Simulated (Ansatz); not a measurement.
**NbRh: stiffness from a series of strains**

```xyz
2
Lattice="2.8420 0.0000 0.0000 0.0000 2.8420 0.0000 0.0000 0.0000 3.8090" Properties=species:S:1:pos:R:3 pbc="T T T"
Nb    0.0000    0.0000    0.0000
Rh    1.4210    1.4210    1.9045
```

Atoms are numbered in the order listed.

Conventional cell: a = 2.842 Å, b = 2.842 Å, c = 3.809 Å, α = 90.00°, β = 90.00°, γ = 90.00°. Nb (atom 1) has 8 Rh at 2.77 Å and 4 Nb at 2.84 Å as nearest neighbours. Around Rh (atom 2) lie 8 Nb at 2.77 Å and 4 Rh at 2.84 Å.

The cell is COD entry 2310202, as deposited and not checked against the literature; nothing was relaxed.

These are results of DFT, PBEsol, all-electron LAPW, scalar-relativistic (Ansatz 0.2.0), not measurements.

Settings: a Γ-centred 14×14×11 k mesh, Fermi–Dirac smearing of 0.05 eV, basis error target 1 meV/atom, no spin polarisation.

The strain is applied along the Cartesian axes of the cell as listed (the other components stay zero). Fractional coordinates are held (clamped ions).

σ is the change of stress from the unstrained cell, which is at -0.69 GPa; tension is positive, so slopes are stress–strain coefficients at that pressure. In a metal the k mesh adds noise.

Only quantities that a quadratic follows smoothly over the whole series are listed; rougher ones are left out.

| εxx = εyy | σzz (GPa) | σxx (GPa) |
| --- | --- | --- |
| -0.0200 | -8.48 | -11.20 |
| -0.0100 | -4.06 | -5.32 |
| 0.0000 | 0.00 | 0.00 |
| 0.0200 | 6.83 | 9.34 |

Q: Fit the series and read off the stiffness at zero strain.

A: Least-squares fits y = p0 + p1 x + p2 x² to the rows give σzz (GPa): p1 = 383, p2 = -2000; σxx (GPa): p1 = 513, p2 = -2400. So C13 + C23 = 383 GPa and C11 + C12 = 513 GPa, for these axes.

Q: One run, at εxx = εyy = 0.0100, is withheld. Predict its row.

A: The fits give 3.61, 4.92; the run gave 3.62, 4.88.
